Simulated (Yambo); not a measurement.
CdF2 (fluorite, space group Fm-3m, No. 225); a = b = c = 3.8191 Å, α = β = γ = 60.00°. With the G0W0 scissor the direct gap on the mesh is 6.52 eV.

Does this run resolve the lowest exciton, and if so, what are its energy and binding? (Yambo, LDA bands; 8×8×8 mesh, 11 valence and 1 conduction bands, static screening with 31 bands and a 4 Ry block, scissor 3.24 eV, Tamm-Dancoff.)

No. The lowest state covers only about 3 of the 512 k points, so the mesh doesn't resolve it: its energy and its distance from the direct gap are mesh artefacts. An extended exciton needs a far denser mesh. The scissor comes from a G0W0 run whose convergence isn't established. Spin-orbit splittings are left out.

Geometry of the Materials Project entry, not relaxed at this level.
